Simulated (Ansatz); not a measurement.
## Is this Cd3TeSe2 structure a true minimum?

The cell was found from a structure generator's guess, not taken from experiment.

Method: DFT PBE, scalar-relativistic, plane waves, PAW in Ansatz 0.2.0. Settings: cutoff 420 eV, Γ-centred mesh 12×12×2 on the computed 12-atom cell, Gaussian smearing of 0.10 eV; no spin polarisation.

The cell below (12 atoms, space group P3m1 (No. 156)) is relaxed within its symmetry.

```
CELL_PARAMETERS angstrom
4.48214 0.00000 0.00000
-2.24107 3.88164 0.00000
0.00000 0.00000 21.96388
ATOMIC_POSITIONS crystal
Cd 0.00000 0.00000 0.99978
Cd 0.00000 0.00000 0.31979
Cd 0.00000 0.00000 0.68034
Cd 0.66667 0.33333 0.15965
Cd 0.66667 0.33333 0.50047
Cd 0.66667 0.33333 0.83990
Te 0.00000 0.00000 0.45040
Te 0.66667 0.33333 0.63030
Se 0.00000 0.00000 0.12232
Se 0.00000 0.00000 0.80240
Se 0.66667 0.33333 0.28223
Se 0.66667 0.33333 0.96241
```

For the test it was strained at random (σ = 1.5 % a component), the atoms were moved at random (σ = 0.05 Å), and all was relaxed again on a coarse 6×6×1 mesh (in the run’s order of axes) with 0.20 eV smearing, with no symmetry imposed.

These runs have no spin–orbit coupling, which can matter for Te.

**Question.** Does it come back?

**Answer.** It returns, within 1 meV/atom of the unmoved cell on that mesh and with the same symmetry when read at 0.1 Å (P1 at 0.01 Å, so small strains and shifts remain). No instability shows in this cell; modes of other wave vectors, which need another repeat, aren't tested.
